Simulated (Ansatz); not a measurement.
TiO in space group Pm-3m (No. 221; Ti on 3c, O on 3d) under volume change, plane-wave PAW PBEsol (Ansatz code), scaled uniformly.

```csv
V (Å³/atom),E − E(relaxed) (meV/atom),P (GPa)
9.953,73.2,25.85
10.281,30.8,15.84
10.609,7.3,7.30
10.937,0.0,-0.01
11.265,6.6,-6.27
11.593,25.1,-11.62
11.921,53.7,-16.18
```

Task: What does a third-order Birch–Murnaghan fit give for V₀, B₀ and B′?

Result: V₀ = 10.94 Å³/atom, B₀ = 225 GPa, B′ = 4.2.

The workflow started from a Materials Project entry (that database holds measured and hypothetical structures alike); the Crystallography Open Database copy checked does not list it. COD files the formula under space group No. 12, 225. Whether it is the stable phase at ambient conditions was not checked. The cell was relaxed with PBEsol under the symmetry of its start; whether a distortion lowers the energy is not shown. The workflow began spin-polarised and lost its moments.

Potentials: the later of the program's two PAW sets.
